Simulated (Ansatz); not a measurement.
The relaxed structure here is a generated cell of TiTe2: the first start was made by placing the elements on the sites of a structure type, and the end was not matched to a known phase here, so it may be hypothetical. Known forms of TiTe2 include space group No. 164.

A relaxed cell of TiTe2 (P4₂/nmc (No. 137)), relaxed on a k-mesh at least as fine as the one used below. These are PBEsol (plane waves to 420 eV, PAW, scalar-relativistic; Ansatz, an electronic-structure program) values and carry that method's errors. Γ-centred k-mesh 7×7×5 on the run's cell (coarser than for final values), Fermi–Dirac smearing 0.05 eV.

```yaml
crystal:
  lattice:
    - [4.78000, 0.00000, 0.00000]
    - [0.00000, 4.78000, 0.00000]
    - [0.00000, 0.00000, 6.89218]
  atoms:
    - { symbol: Ti, position: [0.00000, 0.00000, 0.00000] }
    - { symbol: Ti, position: [0.50000, 0.50000, 0.50000] }
    - { symbol: Te, position: [0.00000, 0.50000, 0.20501] }
    - { symbol: Te, position: [0.50000, 0.00000, 0.79499] }
    - { symbol: Te, position: [0.00000, 0.50000, 0.70501] }
    - { symbol: Te, position: [0.50000, 0.00000, 0.29499] }
```

The atoms are displaced along an unstable phonon of this cell by (Å):

```
atom     ux      uy     uz
----  -----  ------  -----
Ti1   0.000   0.134  0.000
Ti2   0.000   0.134  0.000
Te3   0.000   0.100  0.000
Te4   0.000  -0.150  0.000
Te5   0.000  -0.150  0.000
Te6   0.000   0.100  0.000
```

Question: What forces (eV/Å) and pressure result?

Answer: 
| atom | Fx | Fy | Fz |
|---|---|---|---|
| Ti1 | 0.00 | -0.01 | 0.05 |
| Ti2 | 0.00 | -0.01 | -0.05 |
| Te3 | 0.00 | 0.13 | 0.03 |
| Te4 | 0.00 | -0.12 | 0.21 |
| Te5 | 0.00 | -0.12 | -0.21 |
| Te6 | 0.00 | 0.13 | -0.03 |

Pressure 0.0 GPa.

The undisplaced cell is probably no minimum: from this displacement the run went on to Pmn2₁ (No. 31), 0.23 eV/atom below it.

No spin polarisation in the result.
